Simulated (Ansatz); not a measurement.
Ba$_{2}$Zn$_{3}$As$_{2}$O$_{2}$:
```
Ba2Zn3As2O2
1.0
   -2.08938     2.08938     9.94583
    2.08938    -2.08938     9.94583
    2.08938     2.08938    -9.94583
Ba Zn As O
2 3 2 2
Cartesian
  0.00000   0.00000  11.69818
  0.00000   0.00000   8.19349
  0.00000   0.00000   0.00000
  2.08938   0.00000   4.97292
  0.00000   2.08938   4.97292
  0.00000   0.00000   3.46997
  0.00000   0.00000  16.42170
  0.00000   2.08938   0.00000
  2.08938   0.00000   0.00000
```

Relaxed with HSE06. Special points in fractions of this cell's reciprocal vectors: Γ (0.000, 0.000, 0.000); X (0.000, 0.000, 0.500); P (0.250, 0.250, 0.250); N (0.000, 0.500, 0.000); M (0.500, 0.500, -0.500); S (0.261, 0.739, -0.261); S0 (-0.261, 0.261, 0.261); R (-0.022, 0.022, 0.500); G (0.500, 0.500, -0.022).

Task: List the band energies nearest the valence-band maximum at these points for HSE06 (plane waves, PAW; program Ansatz).

Result: In eV from the valence-band maximum; about four levels below and three above (degenerate sets whole), none deeper than 8.9 eV; points with the same levels are listed once.

```
k                          below                above
-  -----------------------------  -------------------
Γ    -2.37 -2.37 -0.73 0.00 0.00       1.11 1.24 2.36
X        -2.70 -2.44 -2.36 -1.10       2.06 3.03 3.61
P        -2.56 -2.56 -2.36 -1.10  2.05 3.09 3.71 3.71
N        -1.51 -1.29 -1.02 -0.99       2.60 2.80 3.05
M  -2.18 -2.18 -1.69 -0.09 -0.09       1.09 1.82 2.74
S        -1.44 -1.32 -1.07 -0.95       2.52 2.91 2.94
R        -2.64 -2.44 -2.36 -1.11       2.07 3.03 3.62
```

Space group I4/mmm. The workflow started from a Materials Project entry (that database holds measured and hypothetical structures alike); the Crystallography Open Database copy checked does not list it. Whether it is the stable phase at ambient conditions was not checked. The HSE06 relaxation kept the symmetry of its start; its stability against distortions is not shown here. The hybrid was solved on a coarse mesh, the path and, where they were found, the r²SCAN edge points; its band edges are the extreme levels among these. Scalar-relativistic: spin–orbit coupling is off unless named, which matters more the heavier the elements.

Potentials: the later of the program's two PAW sets.
